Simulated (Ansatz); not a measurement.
An Ansatz (a quantum-chemistry and plane-wave program) run. Input:

Ansatz 0.2 input:
```yaml
crystal:
  lattice:
    - [0.0, 2.409940572, 2.409940572]
    - [2.409940572, 0.0, 2.409940572]
    - [2.409940572, 2.409940572, 0.0]
  atoms:
    - { symbol: Co, position: [0.0, 0.0, 0.0] }
    - { symbol: W, position: [0.5, 0.5, 0.5] }
kpoints:
  mp_grid: { grid: [31, 31, 31] }
hamiltonian:
  xc: pbesol
  pseudopotentials: { azcp: { folder: ./paw }, kind: paw }
scf:
  occupations: { method: fermi_dirac, width: 0.1 }
elastic: { mode: relaxed_ion, stencil: two_point, amplitude: 0.005, f_tol: 0.0005 }
```

Output (shortened):

```
Pseudopotentials: kind: paw
Pseudopotential: Co, paw, valence charge 17
Pseudopotential: W, paw, valence charge 14
Functional definition: PBEsol
Crystal: 2 atoms, lattice volume = 27.993 Å³
Basis set: ecut = 420 eV, 537 PW (Γ), exchange–correlation on 48×48×48 points (8 copies of the dense FFT grid, shifted against one another)
Bands: 20, of which v1, the nominal top of the filled ones, is band 16 counted from 1 (15 counted from 0)
Symmetry: 48 space group operations
Space group: Fm-3m (ITA 225), of the structure as read, at distance tolerance 3.0e-5 Å
k-points: 816 of 29791
PAW frozen core: Co, regenerated for the run's functional, and the local potential with it
PAW frozen core: W, regenerated for the run's functional, and the local potential with it
Initial density: superposition of atomic densities (chi_scale 0.1, normalization cell, long waves kept (reshape's long-wave potential 0.00 eV rms))
Initial wavefunctions: pseudopotential atomic-orbital guess
Eigensolver: davidson
Functional: x = pbesol(κ = 0.804, μ = 0.12345679012345678), c = pbesol(β = 0.046)
all-band conjugate gradients solve this SCF's bands
the search or the solves at the SCF's close seem to have found levels that the self-consistency loop had missed (the run counts 1) …
SCF 1 converged in 13 iterations: F = -15348.917426 eV  dr2 = 2.09e-14
density extrapolation: transplant  |δρ|_rms = 6.000e-2 e/Å³  SAD shift = 1.327e-2 e/Å³
Crystal: 2 atoms, lattice volume = 27.853 Å³
Symmetry: 16 space group operations
k-points: 2176 of 29791
Initial density: handed on by an earlier stage of this run
Initial wavefunctions: those handed on with the density
SCF 2 converged in 10 iterations: F = -15348.916401 eV  dr2 = 5.98e-15
density extrapolation: first-order (α = -2.000)  |δρ|_rms = 6.000e-2 e/Å³  SAD shift = 1.316e-2 e/Å³
Crystal: 2 atoms, lattice volume = 28.133 Å³
SCF 3 converged in 8 iterations: F = -15348.916686 eV  dr2 = 1.68e-14
density extrapolation: transplant  |δρ|_rms = 6.000e-2 e/Å³  SAD shift = 7.328e-3 e/Å³
Crystal: 2 atoms, lattice volume = 27.993 Å³
Symmetry: 8 space group operations
k-points: 4096 of 29791
SCF 4 converged in 8 iterations: F = -15348.917479 eV  dr2 = 2.66e-14
density extrapolation: first-order (α = -2.000)  |δρ|_rms = 6.000e-2 e/Å³  SAD shift = 7.328e-3 e/Å³
Crystal: 2 atoms, lattice volume = 27.993 Å³
SCF 5 converged in 6 iterations: F = -15348.917479 eV  dr2 = 6.46e-14
SCF converged after 13 iterations
Free energy (F): -15348.917426 eV
Harris-Foulkes:  -15348.917426 eV  (|F-HF|=7.28e-12)
Internal energy: -15348.835074 eV  (E = F + TS)
E sigma→0 (E₀):  -15348.876250 eV
Entropy (-TS):   -0.082351 eV (-41.176 meV/atom)
Fermi energy:    19.822395 eV
--- Per-component energies (eV) ---
  E_band       = -353.234448
  E_kinetic    = 715.669188
  E_local      = -3655.952183  (includes V_loc(G=0)·N_el)
  E_nonlocal   = 415.296881
  E_hartree    = 1620.278016
  E_xc         = -357.745186
  E_vxc        = -349.820994  (∫ρ·V_xc dr)
  E_paw        = -9990.304312  (= ΣΔE_a)
  E_vpaw       = -718.983520  (= ΣTr[D̂ρ^β])
  E_aug_tail   = 0.000145  (compensation charges beyond the density's cutoff)
  E_ewald      = -4096.487901
  E_core_change = 0.410277  (= ΣΔE_core)
  E_smearing   = -0.082351  (= −TS)
  E_closure    = 0.000000  (closes the sum)
  Σ components = -15348.917426   (vs F -15348.917426, Δ=0.00e0)
--- Forces (eV/Å), atoms counted from 1 ---
  atom   1  Co     0.00000000     0.00000000     0.00000000
  atom   2  W      0.00000000     0.00000000     0.00000000
  max |Σ_I F_I| component: 0.0 eV/Å
--- Stress (GPa, compression-positive) ---
        0.148187       0.000000       0.000000
        0.000000       0.148187       0.000000
        0.000000       0.000000       0.148187
  P = ⅓ Tr σ = 0.1482 GPa (1.482 kbar)
  The stress holds the Pulay correction. Without it, at fixed plane waves, as pw.x and ABINIT print it: P = 0.0281 GPa
  The stress includes an estimate of the error left by incomplete SCF convergence (largest component 0.0000 GPa).
--- Band table (eV; the first three rows and the last of 816) ---
  k-point 0: bands = ["-75.1657", "-54.6467", "-38.6211", "-38.6211", "-38.6211", "-18.7560", "-18.7560", "-18.7560", "10.6210", "15.3178", "15.3178", "15.6034", "15.6034", "15.6034", "21.5790", "21.5790", "21.5790", "23.6168", "23.6168", "29.0427"]
  k-point 1: bands = ["-75.1656", "-54.6466", "-38.6211", "-38.6211", "-38.6211", "-18.7582", "-18.7565", "-18.7565", "10.6487", "15.3301", "15.3301", "15.6009", "15.6180", "15.6180", "21.5521", "21.5693", "21.5693", "23.5651", "23.5651", "29.0929"]
  k-point 2: bands = ["-75.1656", "-54.6465", "-38.6212", "-38.6211", "-38.6211", "-18.7645", "-18.7579", "-18.7579", "10.7315", "15.3665", "15.3665", "15.5941", "15.6619", "15.6619", "21.4734", "21.5393", "21.5393", "23.4177", "23.4177", "29.2402"]
  k-point 815: bands = ["-75.1645", "-54.6367", "-38.6300", "-38.6297", "-38.6222", "-18.8780", "-18.8742", "-18.8455", "15.3979", "15.4858", "15.5907", "16.3128", "17.9224", "18.3337", "18.4565", "19.9513", "20.0607", "21.6756", "23.8360", "23.8836"]
  band table: 20 of 20 bands, residual norms ≤ 1.0e-3 eV
--- Elastic constants: 2 strain directions × 2 members + reference (group order 48) ---
  dense FFT box of the reference and of every strained cell: 24×24×24
  strains applied: 11, 23; error gains: componentwise 1.00 (the most a stress slope's error grows in a printed constant), spectral 1.73 (1 for all six strains …
  C = ∂σ_k/∂η_j (tension-positive GPa; Voigt order 11 22 33 23 13 12):
       403.200    182.850    182.850      0.000      0.000      0.000
       182.850    403.200    182.850      0.000      0.000      0.000
       182.850    182.850    403.200      0.000      0.000      0.000
         0.000      0.000      0.000    -25.344      0.000      0.000
         0.000      0.000      0.000      0.000    -25.344      0.000
         0.000      0.000      0.000      0.000      0.000    -25.344
  reference stress σ⁰ (GPa):     -0.148     -0.148     -0.148      0.000      0.000      0.000
  moduli (Voigt/Reuss/Hill, GPa): K = 256.30/256.30/256.30   G = 28.86/-49.89/-10.51   E = -31.98   ν = 0.521
  mechanically stable: NO (min eigenvalue of sym C = -25.34 GPa)
  strain η (Voigt 11):  stress-route row diagonal C_11 = 403.20 GPa, energy-path curvature d²(F+E_count+ΔE)/dδ²/Ω₀ = 403.13 GPa
         δ    σ_11 (GPa)             F (eV)   n_scf  n_hpsi   n_pw
    -5.000e-3      -2.2095      -15348.9164011      10  840058    560   relax 0 steps, max|allowed force component| 0.0 eV/Å
     5.000e-3       1.8225      -15348.9166861       8  793963    562   relax 0 steps, max|allowed force component| 0.0 eV/Å
  strain η (Voigt 23):  stress-route row diagonal C_44 = -25.34 GPa, energy-path curvature d²(F+E_count+ΔE)/dδ²/Ω₀ = -25.26 GPa
         δ    σ_23 (GPa)             F (eV)   n_scf  n_hpsi   n_pw
    -5.000e-3       0.1267      -15348.9174794       8  1430917    560   relax 0 steps, max|allowed force component| 0.0 eV/Å
     5.000e-3      -0.1267      -15348.9174794       6  1131277    560   relax 0 steps, max|allowed force component| 0.0 eV/Å
```

Cost: very roughly 7 core-minutes on shared cores.

The start of the workflow was typed in or built on a structure type; neither database checked (COD, Materials Project) lists it. Its standing as an ambient phase is unchecked. The PBEsol relaxation kept the symmetry of its start. At this level the phase is mechanically unstable. No spin polarisation was allowed. Its formation energy is positive at this level, so the cell may be metastable or incomplete. As this level gives no gap, shear constants depend on the k-mesh and smearing (Fermi–Dirac, 0.1 eV here). Spin–orbit coupling is left out wherever it is not named.

Potentials: the earlier of the program's two PAW sets. The files were generated under PBE; for other functionals the program regenerates the frozen cores, and for LDA and PBEsol the local potential too.

Ansatz is a plane-wave DFT program.
